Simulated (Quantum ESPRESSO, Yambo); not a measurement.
For LaVO₄ (space group I4_1/amd, No. 141), Yambo gives the independent-particle static dielectric constant along x as 4.59 on PBEsol bands and 3.82 after a scissor of 2.02 eV widens every gap (4×4×4 mesh, 154 bands, 3 Ry local-field block, 0.2 eV broadening). Axes are Cartesian, with cell vectors (Å) (-3.73, 3.73, 3.28), (3.73, -3.73, 3.28), (3.73, 3.73, -3.28).

### Question
A scissor keeps the position matrix elements. In a one-oscillator model, how does ε − 1 scale, and what mean transition energy do the two values imply?

### Answer
Each transition adds |r|²/E to ε − 1, so ε − 1 ∝ 1/(E0 + Δ). Then (3.82 − 1)/(4.59 − 1) = E0/(E0 + Δ) = 0.786, and E0 = Δ(ε' − 1)/(ε − ε') = 7.4 eV. The computed Im ε, weighted by 1/E up to 20 eV, has its mean at 7.7 eV; the smallest direct PBEsol gap is 3.03 eV. The scissor comes from a G0W0 run whose convergence isn't established. Convergence of the RPA response with its 4×4×4 mesh was not tested.

Bands from Quantum ESPRESSO.

Geometry of the Materials Project entry, not relaxed at this level; primitive cell a = b = c = 6.211 Å, α = β = 106.15°, γ = 116.33°.

The structure is a Materials Project entry; no match was found in the copy of COD used, and its stability was not checked.

The runs are not spin-polarised; magnetic order was not tried.
